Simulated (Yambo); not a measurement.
Material: GaN (wurtzite, space group P6_3mc, No. 186) under isotropic strain of +0.5 % on all lattice vectors; a = b = 3.200 Å, c = 5.213 Å, α = β = 90.00°, γ = 120.00° (4 atoms in the cell). The PBEsol cell relaxed from Materials Project entry mp-804 was given an isotropic strain of +0.5 % on all lattice vectors, and the atoms were relaxed again.

With PBE (stringent potentials; Quantum ESPRESSO, PseudoDojo norm-conserving, 114 Ry, scalar-relativistic), the gap between the mesh's edge points (Γ → Γ) is 1.862 eV.

By how much does one-shot G0W0 (Yambo; 6×6×2 Γ-centred k mesh, bands 9 to 215 and a 15 Ry block in the screening, 215 bands in G with the Bruneval-Gonze terminator, plasmon pole fitted at 27.2 eV) open this gap, and what gap results?

The correction is 0.934 eV, giving 2.795 eV, 1.5 times the PBE value.  Convergence of the G0W0 settings was not tested. Spin-orbit splittings are left out.
